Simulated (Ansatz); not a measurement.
Ansatz (a first-principles code) input:

Ansatz 0.2 input:
```yaml
crystal:
  lattice:
    - [3.4359787954, 0.0, 0.0]
    - [-1.7179893977, 2.9756449236, 0.0]
    - [0.0, 0.0, 8.3817387828]
  atoms:
    - { symbol: Al, position: [0.0, 0.0, 0.761186013] }
    - { symbol: Al, position: [0.3333333333, 0.6666666667, 0.0] }
    - { symbol: N, position: [0.0, 0.0, 0.0] }
    - { symbol: N, position: [0.3333333333, 0.6666666667, 0.2365955706] }
    - { symbol: Al, position: [0.0, 0.0, 0.238813987] }
    - { symbol: Sc, position: [0.3333333333, 0.6666666667, 0.5] }
    - { symbol: N, position: [0.0, 0.0, 0.5] }
    - { symbol: N, position: [0.3333333333, 0.6666666667, 0.7634044294] }
kpoints:
  mp_grid: { grid: [8, 8, 3] }
hamiltonian:
  xc: r2scan
  pseudopotentials: { azcp: { folder: ./paw }, kind: paw }
scf:
  occupations: { method: fixed }
output:
  optics: { e_range: [0.0, 15.0], de: 0.05, sigma: 0.1, bands: { spectra_wanted_up_to: 12 eV } }
```

Output (shortened):

```
output.optics: the spectra are integrated over the Brillouin zone by k·p interpolation around the k-points, where levels, occupations, output.optics.sigma and …
Pseudopotential: Al, paw, valence charge 3
Pseudopotential: N, paw, valence charge 5
Pseudopotential: Sc, paw, valence charge 11
Functional definition: r2SCAN
Crystal: 8 atoms, lattice volume = 85.697 Å³
Basis set: ecut = 500 eV, 2215 PW (Γ), exchange–correlation on 108×108×256 points (64 copies of the dense FFT grid, shifted against one another)
Bands: 28, of which v1, the nominal top of the filled ones, is band 20 counted from 1 (19 counted from 0)
Symmetry: 12 space group operations
Space group: P-6m2 (ITA 187), of the structure as read, at distance tolerance 4.4e-5 Å
k-points: 20 of 192 (time reversal used)
SCF iter   1: F=—  HF=-5318.005704 eV  |F-HF|=—  |Δ(HF+E_count)|=         —  Δρ=1.11e-1  dr2=1.89e1  dr2_τ=1.62e0  ethr=3.10e-3  ⟨swp⟩=4.1  Hψ=2245  notcnv=0  defer=114
preconditioner: auto → Resta (q_TF=auto, 2.403 Å⁻¹)
SCF iter   2: F=—  HF=-5313.766461 eV  |F-HF|=—  |Δ(HF+E_count)|=    4.24e0  Δρ=4.73e-2  dr2=3.58e0  dr2_τ=2.38e-1  ethr=3.10e-3  ⟨swp⟩=3.1  Hψ=1186  notcnv=0  defer=106
SCF iter   3: F=—  HF=-5313.459117 eV  |F-HF|=—  |Δ(HF+E_count)|=   3.07e-1  Δρ=2.07e-2  dr2=4.99e-1  dr2_τ=4.64e-2  ethr=3.10e-3  ⟨swp⟩=3.1  Hψ=1200  notcnv=0  defer=103
SCF iter   4: F=—  HF=-5313.433480 eV  |F-HF|=—  |Δ(HF+E_count)|=   2.56e-2  Δρ=7.98e-3  dr2=4.53e-2  dr2_τ=6.11e-3  ethr=1.25e-3  ⟨swp⟩=2.5  Hψ=944  notcnv=0  defer=103
SCF iter   5: F=—  HF=-5313.432959 eV  |F-HF|=—  |Δ(HF+E_count)|=   5.21e-4  Δρ=2.13e-3  dr2=3.62e-3  dr2_τ=6.14e-4  ethr=1.13e-4  ⟨swp⟩=2.0  Hψ=915  notcnv=0  defer=119
SCF iter   6: F=—  HF=-5313.433360 eV  |F-HF|=—  |Δ(HF+E_count)|=   4.02e-4  Δρ=8.18e-4  dr2=5.89e-4  dr2_τ=6.48e-5  ethr=9.05e-6  ⟨swp⟩=2.0  Hψ=838  notcnv=0  defer=120
SCF iter   7: F=—  HF=-5313.433450 eV  |F-HF|=—  |Δ(HF+E_count)|=   8.95e-5  Δρ=1.51e-4  dr2=2.02e-5  dr2_τ=9.66e-7  ethr=1.47e-6  ⟨swp⟩=2.0  Hψ=765  notcnv=0  defer=120
SCF iter   8: F=—  HF=-5313.433455 eV  |F-HF|=—  |Δ(HF+E_count)|=   4.80e-6  Δρ=4.41e-5  dr2=1.53e-6  dr2_τ=1.83e-7  ethr=5.06e-8  ⟨swp⟩=2.0  Hψ=788  notcnv=0  defer=75
SCF iter  13: F=-5313.433456 eV  HF=-5313.433456 eV  |F-HF|=5.46e-12  |Δ(HF+E_count)|=    0.00e0  Δρ=9.91e-8  dr2=8.09e-12  dr2_τ=1.08e-12  ethr=1.00e-12  ⟨swp⟩=11.8  Hψ=2685  notcnv=0
SCF 1 converged in 13 iterations: F = -5313.433456 eV  dr2 = 8.09e-12
NSCF: frozen V_eff on 20 k-points
Optics k sum: 0 of 20 k-points
Optics k sum: 1 of 20 k-points
Optics k sum: 2 of 20 k-points
Optics k sum: 3 of 20 k-points
Optics k sum: 4 of 20 k-points
Optics k sum: 5 of 20 k-points
Optics k sum: 6 of 20 k-points
Optics k sum: 7 of 20 k-points
Optics k sum: 8 of 20 k-points
Optics k sum: 9 of 20 k-points
Optics k sum: 10 of 20 k-points
Optics k sum: 11 of 20 k-points
Optics k sum: 12 of 20 k-points
Optics k sum: 13 of 20 k-points
Optics k sum: 14 of 20 k-points
Optics k sum: 15 of 20 k-points
Optics k sum: 16 of 20 k-points
Optics k sum: 17 of 20 k-points
Optics k sum: 18 of 20 k-points
Optics k sum: 19 of 20 k-points
Optics k sum: 20 of 20 k-points
Optics k sum: 0 of 20 k-points
Optics k sum: 1 of 20 k-points
Optics k sum: 2 of 20 k-points
Optics k sum: 3 of 20 k-points
Optics k sum: 4 of 20 k-points
Optics k sum: 5 of 20 k-points
Optics k sum: 6 of 20 k-points
Optics k sum: 7 of 20 k-points
Optics k sum: 8 of 20 k-points
Optics k sum: 9 of 20 k-points
Optics k sum: 10 of 20 k-points
Optics k sum: 11 of 20 k-points
Optics k sum: 12 of 20 k-points
Optics k sum: 13 of 20 k-points
Optics k sum: 14 of 20 k-points
Optics k sum: 15 of 20 k-points
Optics k sum: 16 of 20 k-points
Optics k sum: 17 of 20 k-points
Optics k sum: 18 of 20 k-points
Optics k sum: 19 of 20 k-points
Optics k sum: 20 of 20 k-points
NSCF: frozen V_eff on 1 k-points
NSCF: frozen V_eff on 1 k-points
NSCF: frozen V_eff on 1 k-points
NSCF: frozen V_eff on 1 k-points
output.optics: what the bands over the 46 summed would add to eps1, eps2 and the energy-loss function is held between a lower and an upper bound (8 Lanczos …
SCF converged after 13 iterations
Free energy (F): -5313.433456 eV
Harris-Foulkes:  -5313.433456 eV  (|F-HF|=5.46e-12)
Internal energy: -5313.433456 eV  (E = F + TS)
E sigma→0 (E₀):  -5313.433456 eV
Fermi energy:    8.974605 eV
--- Per-component energies (eV) ---
  E_band       = -94.261298
  E_kinetic    = 816.508720
  E_local      = -1963.733877  (includes V_loc(G=0)·N_el)
  E_nonlocal   = 301.801732
  E_hartree    = 773.764449
  E_xc         = -432.486729
  E_vxc        = -556.454220  (∫ρ·V_xc dr)
  E_paw        = -2941.700086  (= ΣΔE_a)
  E_vpaw       = -271.473622  (= ΣTr[D̂ρ^β])
  E_aug_tail   = 0.000067  (compensation charges beyond the density's cutoff)
  E_vtau       = 31.561026  (kinetic-family band-sum trace: ∫τ·v_τ [+ j·A + Jᵃ·Aᵃ] dr)
  E_ewald      = -1867.050658
  E_core_change = -0.537075  (= ΣΔE_core)
  E_smearing   =  0.000000  (= −TS)
  E_closure    =  0.000000  (closes the sum)
  Σ components = -5313.433456   (vs F -5313.433456, Δ=0.00e0)
  [band-id]    e_kinetic+e_local+e_nonlocal+2·e_hartree+e_vxc+e_vpaw+e_augmentation_tail+e_vtau = -94.261275   (vs E_band -94.261298, Δ=2.23e-5)
--- Band table (eV; the first three rows and the last of 20) ---
  k-point 0: bands = ["-40.0477", "-17.9273", "-17.7343", "-17.7343", "-7.8624", "-6.3454", "-5.6091", "-4.5183", "3.4142", "5.2560", "5.5238", "5.8342", "5.8342", "6.2292", "6.2292", "6.5370", "6.5370", "7.5038", "7.5038", "8.9746", "12.3961", "14.1972", …
  k-point 1: bands = ["-40.0477", "-17.9274", "-17.7343", "-17.7343", "-7.7762", "-6.6854", "-5.1707", "-4.6885", "3.4236", "4.5313", "5.8554", "5.8554", "6.0993", "6.0993", "6.7260", "6.7260", "6.7463", "7.4178", "7.4178", "8.2171", "12.9448", "13.9375", …
  k-point 2: bands = ["-40.0424", "-17.9197", "-17.8065", "-17.7481", "-7.7065", "-6.2336", "-5.4846", "-4.4879", "3.5454", "4.6298", "4.6400", "5.6497", "5.7134", "6.3045", "6.3960", "6.4158", "7.0736", "7.1127", "7.5771", "8.7025", "13.1851", "14.1736", …
  k-point 19: bands = ["-40.0079", "-18.1625", "-17.9295", "-17.8696", "-5.9194", "-5.5680", "-5.3847", "-4.1223", "2.4676", "2.8555", "3.5153", "3.6284", "4.3481", "5.6431", "6.1511", "6.4778", "6.9536", "7.7580", "8.0739", "8.1324", "12.2093", "12.7073", …
```

Cost: very roughly 90 core-seconds on shared cores.

The start of the workflow was typed in or built on a structure type; neither database checked (COD, Materials Project) lists it. Its standing as an ambient phase is unchecked. The r²SCAN relaxation kept the symmetry of its start; its stability against distortions is not shown here. The run is not spin-polarised.

Potentials: the earlier of the program's two PAW sets.

Ansatz is a plane-wave DFT program.
